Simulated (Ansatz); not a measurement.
Total density of states per atom from DFT-r²SCAN in the program Ansatz with PAW potentials, in 0.25 eV bins, energy from the valence-band maximum:

```csv
E (eV),states/eV/atom
-7.85,0.00
-7.60,0.00
-7.35,0.00
-7.10,0.00
-6.85,0.00
-6.60,0.00
-6.35,0.00
-6.10,0.00
-5.85,0.00
-5.60,0.00
-5.35,0.00
-5.10,0.00
-4.85,0.00
-4.60,0.00
-4.35,0.00
-4.10,0.00
-3.85,0.00
-3.60,0.00
-3.35,0.00
-3.10,0.40
-2.85,1.36
-2.60,1.06
-2.35,0.54
-2.10,0.39
-1.85,0.74
-1.60,0.74
-1.35,0.97
-1.10,1.19
-0.85,1.44
-0.60,1.95
-0.35,0.96
-0.10,0.26
0.15,0.00
0.40,0.00
0.65,0.00
0.90,0.00
1.15,0.00
1.40,0.00
1.65,0.00
1.90,0.00
2.15,0.00
2.40,0.00
2.65,0.00
2.90,0.00
3.15,0.00
3.40,0.00
3.65,0.01
3.90,0.02
4.15,0.03
4.40,0.06
4.65,0.27
4.90,0.69
5.15,0.92
5.40,0.84
5.65,0.60
5.90,0.40
6.15,0.27
6.40,0.99
6.65,0.87
6.90,0.82
7.15,0.80
7.40,0.42
```

### Question
Pick the material that matches.
A. PbSe, CsCl type
B. PbSe, P-6m2 (Pb on 1a, Se on 1f)
C. MgSe, wurtzite
D. MgO, rock salt

### Answer
C, MgSe, wurtzite. Top 1 eV of the valence band: Se 4p 97 %. Bottom 1 eV of the conduction band: Mg 3s 64 %, Se 4s 23 %, Se 4p 10 %. Projections are on Löwdin-orthogonalised atomic valence shells; empty p or d shells of many metals are not among them.

Space group P6_3mc (wurtzite). The workflow started from a Materials Project entry (that database holds measured and hypothetical structures alike); the Crystallography Open Database copy checked does not list it. COD files the formula under space group No. 225, so this cell is another polymorph or a model. Whether it is the stable phase at ambient conditions was not checked. Symmetry was held in the r²SCAN relaxation; its stability against distortions is not shown here. Spin–orbit coupling is left out wherever it is not named.

Potentials: the later of the program's two PAW sets.
